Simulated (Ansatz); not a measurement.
input.yaml (Ansatz)

```yaml
crystal:
  lattice:
    - [4.8772063593, 0.0, 0.0]
    - [-2.4386031796, 4.2237846066, 0.0]
    - [0.0, 0.0, 2.6735696511]
  atoms:
    - { symbol: Nb, position: [1.0, 1.0, 1.0], spin: 1.0 }
    - { symbol: Nb, position: [0.3333333333, 0.6666666667, 0.5], spin: 1.0 }
    - { symbol: Nb, position: [0.6666666667, 0.3333333333, 0.5], spin: 1.0 }
hamiltonian:
  xc: mr2scan
  pseudopotentials:
    kind: paw
    azcp:
      Nb: "pseudopotentials/Nb.paw.azcp"
basis:
  ecutwfc: 500
  fft_grid_basis: typed
kpoints:
  mp_grid: { grid: [10, 10, 15], shift: [0, 0, 0] }
magnetization:
  spin_polarized: true
scf:
  occupations: { method: fermi_dirac, width: 0.05 }
```

Terminal output

```
Engine: ansatz 0.2.0, aarch64-unknown-linux-gnu
Pseudopotentials: kind: paw
Pseudopotential: Nb, paw, valence charge 13, recommended cutoff 500 eV (meta_gga) 
Functional definition: m-r2SCAN
  exchange = m_r2scan_x
  correlation = m_r2scan_c
Crystal: 3 atoms, lattice volume = 55.076 Å³
Basis set: ecut = 500 eV, 1383 PW (Γ), exchange–correlation on 144×144×80 points (64 copies of the dense FFT grid, shifted against one another)
Bands: 26, of which v1, the nominal top of the filled ones, is band 20 counted from 1 (19 counted from 0)
Symmetry: 24 space group operations
Space group: P6/mmm (ITA 191), of the structure as read, at distance tolerance 3.8e-5 Å
Magnetic group: BNS 191.233 (UNI 1463), of the structure as read, at distance tolerance 3.8e-5 Å
k-points: 112 of 1500
Non-local potential: Nb, projectors of the file, l = 0: 3, l = 1: 2, l = 2: 2, l = 3: 1
PAW form: soft (Blöchl's): semilocal exchange-correlation on the pseudo side does not see the compensation charge
PAW frozen core: Nb, regenerated for the run's functional (the file was generated under x = pbe(κ = 0.804, μ = 0.2195149727645171), c = pbe(β = 0.06672455060314922))
PAW one-centre angular grid: Nb, 590 points (default); XC on 160 Gauss nodes
Initial density: superposition of atomic densities (chi_scale 0.1, normalization cell)
Starting moments: Σ|m| = 3 μB on 3 of 3 sites
Initial wavefunctions: pseudopotential atomic-orbital guess
Functional: x = mr2scan, c = mr2scan; τ floored in thin density (d = 2e-4 eV/Å³)
SCF iter   1: F=—  HF=-13690.583852 eV  |F-HF|=—  |Δ(HF+E_count)|=         —  Δρ=5.33e-2 (↑5.33e-2 ↓2.77e-2)  dr2=3.62e0  dr2_τ=4.02e-2  dr2_m=1.96e-1  M=1.493 μB ∫|m|=1.493 μB  β_m=0.60  ethr=3.10e-3  ⟨swp⟩=5.4  Hψ=22711  notcnv=0
Mixer restart at iter 1: flushing history
SCF iter   2: F=—  HF=-13690.218815 eV  |F-HF|=—  |Δ(HF+E_count)|=   3.65e-1  Δρ=3.57e-2 (↑3.57e-2 ↓2.37e-2)  dr2=2.01e0  dr2_τ=1.15e-2  dr2_m=5.47e-2  M=1.218 μB ∫|m|=1.218 μB  β_m=0.30  ethr=3.10e-3  ⟨swp⟩=2.6  Hψ=10502  notcnv=0  defer=161  κ⁻¹=1.0e0(r=1)
SCF iter   3: F=—  HF=-13690.163290 eV  |F-HF|=—  |Δ(HF+E_count)|=   5.55e-2  Δρ=1.24e-2 (↑7.07e-3 ↓1.24e-2)  dr2=1.09e-1  dr2_τ=2.47e-3  dr2_m=1.44e-2  M=0.457 μB ∫|m|=0.457 μB  β_m=0.30  ethr=3.10e-3  ⟨swp⟩=2.0  Hψ=10937  notcnv=0  defer=161  κ⁻¹=3.7e-2(r=2)
SCF iter   4: F=—  HF=-13690.323945 eV  |F-HF|=—  |Δ(HF+E_count)|=         —  Δρ=6.43e-3 (↑5.45e-3 ↓6.43e-3)  dr2=1.96e-2  dr2_τ=1.14e-3  dr2_m=7.54e-3  M=0.033 μB ∫|m|=0.106 μB  β_m=0.37  ethr=2.78e-4  ⟨swp⟩=3.0  Hψ=11609  notcnv=0  defer=168
Mixer restart at iter 4: flushing history
SCF iter   5: F=—  HF=-13690.325620 eV  |F-HF|=—  |Δ(HF+E_count)|=   1.68e-3  Δρ=4.52e-3 (↑3.76e-3 ↓4.52e-3)  dr2=9.32e-3  dr2_τ=3.92e-4  dr2_m=3.78e-3  M=0.044 μB ∫|m|=0.081 μB  β_m=0.51  ethr=5.03e-5  ⟨swp⟩=1.5  Hψ=6725  notcnv=0  defer=168  κ⁻¹=1.0e0(r=1)
SCF iter   6: F=—  HF=-13690.331112 eV  |F-HF|=—  |Δ(HF+E_count)|=   5.49e-3  Δρ=1.07e-3 (↑8.12e-4 ↓1.07e-3)  dr2=5.39e-4  dr2_τ=3.29e-5  dr2_m=1.91e-4  M=0.019 μB ∫|m|=0.024 μB  β_m=0.76  ethr=2.39e-5  ⟨swp⟩=2.4  Hψ=10629  notcnv=0  defer=168  κ⁻¹=1.0e-1(r=2)
...
SCF iter  13: F=—  HF=-13690.331818 eV  |F-HF|=—  |Δ(HF+E_count)|=   6.95e-8  Δρ=1.61e-6 (↑1.56e-6 ↓1.61e-6)  dr2=5.43e-10  dr2_τ=5.42e-11  dr2_m=9.62e-10  M=-0.000 μB ∫|m|=0.000 μB  β_m=0.30  ethr=8.57e-12  ⟨swp⟩=2.0  Hψ=10234  notcnv=0  defer=160  κ⁻¹=2.3e-7(r=8)
SCF iter  14: F=—  HF=-13690.331818 eV  |F-HF|=—  |Δ(HF+E_count)|=  2.76e-10  Δρ=7.41e-7 (↑6.43e-7 ↓7.41e-7)  dr2=1.10e-10  dr2_τ=1.15e-11  dr2_m=1.79e-10  M=0.000 μB ∫|m|=0.000 μB  β_m=0.55  ethr=1.39e-12  ⟨swp⟩=2.0  Hψ=10054  notcnv=0  defer=160  κ⁻¹=2.4e-7(r=8)
SCF iter  15: F=—  HF=-13690.331818 eV  |F-HF|=—  |Δ(HF+E_count)|=   4.25e-9  Δρ=5.70e-7 (↑4.98e-7 ↓5.70e-7)  dr2=6.03e-11  dr2_τ=1.51e-11  dr2_m=1.19e-10  M=-0.000 μB ∫|m|=0.000 μB  β_m=0.47  ethr=1.00e-12  ⟨swp⟩=1.0  Hψ=16406  notcnv=0  κ⁻¹=2.9e-6(r=8)
SCF iter  16: F=-13690.331818 eV  HF=-13690.331818 eV  |F-HF|=2.55e-11  |Δ(HF+E_count)|=  3.00e-10  Δρ=2.24e-7 (↑1.79e-7 ↓2.24e-7)  dr2=2.13e-11  dr2_τ=5.89e-13  dr2_m=1.19e-11  M=-0.000 μB ∫|m|=0.000 μB  ethr=1.00e-12  ⟨swp⟩=2.0  Hψ=10958  notcnv=0
SCF 1 converged in 16 iterations: F = -13690.331818 eV  dr2 = 2.13e-11
WARN: the starting moments were not kept: the SCF closed with an absolute magnetisation of 1.0e-5 μB, where they sum to 3 μB in size (3 sites). That is at most 0.1 of that sum. Measured as dr2_m measures the in/out step, that magnetisation stands 7.4e-12 eV from none, at or under the dr2_threshold of 1.0e-7 eV: it is no larger than a step whose dr2_m would equal this threshold. The system may hold no moment; this SCF shows only that its start led to no more than that. To try another start: raise the starting moments (crystal.atoms[].spin, magnetization.per_species, magnetization.initial_magnetization, or on a non-collinear deck that types none of these the spinor_matrix: blocks that start its atoms; where the total moment is fixed, keep their sum and leave initial_magnetization as it is; typed ones take the place of any that the run laid by itself, positive ones on a crystal's lanthanoids without a Hubbard term where scf.initial_density.shell_occupations: [] is typed) or, if the notice of its spin-set hold's release reads "site moments contracting" or "site moments show no strong build", lengthen the hold (scf.mixing.spin_hold: { on: { confirm: 4 } }; for m-r²SCAN on two components see the key's manual first). Each may lead to a state that holds a moment. A second SCF, from the converged charge density, with the starting moments and any scf.initial_density.shell_occupations laid on it anew, would have followed, and was not run: the deck does not ask for one (magnetization.retry_lost_moments is false, the default). To let it run, set magnetization.retry_lost_moments: true and run the deck again, where that key's refused combinations let it; where memory then withholds it, that run's warning says so.
this state was not tested for a lower state beside it, because the mixer in use, unlike msr1, does not test its closes by its own steps (another_mixer; see scf.mixing.algorithm and scf.lower_state_search)
SCF converged after 16 iterations
Magnetization: -0.0000 μB (19.5000 up, 19.5000 down)
Absolute magnetization: 0.0000 μB (∫|ρ↑−ρ↓|, with the PAW one-centre terms)
Spin contamination: 0.0000 ħ² per cell (⟨S²⟩ above its minimum at these occupations)
Per-site moments (μB) at R_I (Å): [(2.0319867259401327e-6, 1.10284748107875), (-2.4929661193842596e-6, 1.10284748107875), (-2.4929661194336433e-6, 1.10284748107875)]
Free energy (F): -13690.331818 eV
Harris-Foulkes:  -13690.331818 eV  (|F-HF|=2.55e-11)
Internal energy: -13690.309646 eV  (E = F + TS)
E sigma→0 (E₀):  -13690.320732 eV
Entropy (-TS):   -0.022172 eV (-7.391 meV/atom)
Fermi energy:    17.586938 eV
--- Per-component energies (eV) ---
  E_band       = -251.932659
  E_kinetic    = 1181.793532
  E_local      = -2127.630098  (includes V_loc(G=0)·N_el)
  E_nonlocal   = 358.983896
  E_hartree    = 662.492952
  E_xc         = -508.725999
  E_vxc        = -709.693947  (∫ρ·V_xc dr)
  E_paw        = -9270.899055  (= ΣΔE_a)
  E_vpaw       = -324.992133  (= ΣTr[D̂ρ^β])
  E_aug_tail   = 0.000013  (compensation charges beyond the density's cutoff)
  E_vtau       = 44.620071  (kinetic-family band-sum trace: ∫τ·v_τ [+ j·A + Jᵃ·Aᵃ] dr)
  E_ewald      = -3985.747596
  E_core_change = -0.577292  (= ΣΔE_core)
  E_smearing   = -0.022172  (= −TS)
  E_closure    = -0.000000  (closes the sum)
  Σ components = -13690.331818   (vs F -13690.331818, Δ=0.00e0)
```
